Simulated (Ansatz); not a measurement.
Starting cell, SnO (litharge type, space group P4/nmm):

```
SnO
1.0
    3.77006     0.00000     0.00000
    0.00000     3.77006     0.00000
    0.00000     0.00000     4.55986
Sn O
2 2
Direct
  0.50000   0.00000   0.25348
  0.00000   0.50000   0.74652
  0.00000   0.00000   0.00000
  0.50000   0.50000   0.00000
```

Scan: atom 3 (O, nearest neighbour Sn at 2.211 Å; its periodic images, 3.8 Å or more away, move with it) is displaced along Cartesian z, direction (0.000, 0.000, 1.000) in Cartesian axes, by s. The other atoms stay.

These are PBEsol-D3(BJ) (plane waves to 420 eV, PAW, scalar-relativistic; Ansatz, an electronic-structure program) values and carry that method's errors. k mesh 10×10×8 (Γ-centred), Fermi-Dirac smearing 0.05 eV. E stands for the smeared free energy. With partly filled bands, energies and forces of such displacements shift with the k mesh and the smearing. SnO was relaxed with its symmetry unable to fall. ΔE is measured from the undisplaced structure.

### Question
What ΔE (meV/cell) does the calculation give at s (Å) = -0.440, -0.352, -0.176, -0.088, 0.088, 0.176, 0.264, 0.440?

### Answer
```
s (Å)   ΔE (meV/cell)
------  -------------
-0.440            650
-0.352            426
-0.176            109
-0.088             28
0.088              28
0.176             109
0.264             243
0.440             650
```

(For displaced atoms, the force is minus the slope of the energy, and its curvature is a force constant, which sets phonon frequencies.)
